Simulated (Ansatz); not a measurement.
SiB2Os2 in space group Cmmm (No. 65; Si on 2a, Os on 4j, B on 4i), PBE (plane waves, PAW; program Ansatz), all energies at zero smearing, with the estimated change up to a 700 eV cutoff added, with one set of potentials and settings (totals compare only within such a set). Cell of 5 atoms (1 Si, 2 Os, 2 B): -23715.850 eV.

| element | reference phase | E (eV/atom) |
|---|---|---|
| Si | Fd-3m, 2 atoms in the cell | -635.8096 |
| Os | P6_3/mmc, 2 atoms in the cell | -11384.5491 |
| B | R-3m, 12 atoms in the cell | -155.9161 |

Formation energy per atom, worked out: (-23715.850 − 1×(-635.8096) − 2×(-11384.5491) − 2×(-155.9161))/5 = 0.178 eV/atom (17 kJ per mol of atoms), at 0 K, without zero-point energy or fitted corrections.

The start of the workflow was typed in or built on a structure type; neither database checked (COD, Materials Project) lists it. Its standing as an ambient phase is unchecked. Symmetry was held in the PBE relaxation; whether a distortion lowers the energy is not shown. No spin polarisation was allowed. Its formation energy is positive at this level, so the cell may be metastable or incomplete. The references are the lowest solids computed at this level, not always the standard phases. Scalar-relativistic: spin–orbit coupling is off unless named, which matters more the heavier the elements.

Potentials: the later of the program's two PAW sets.
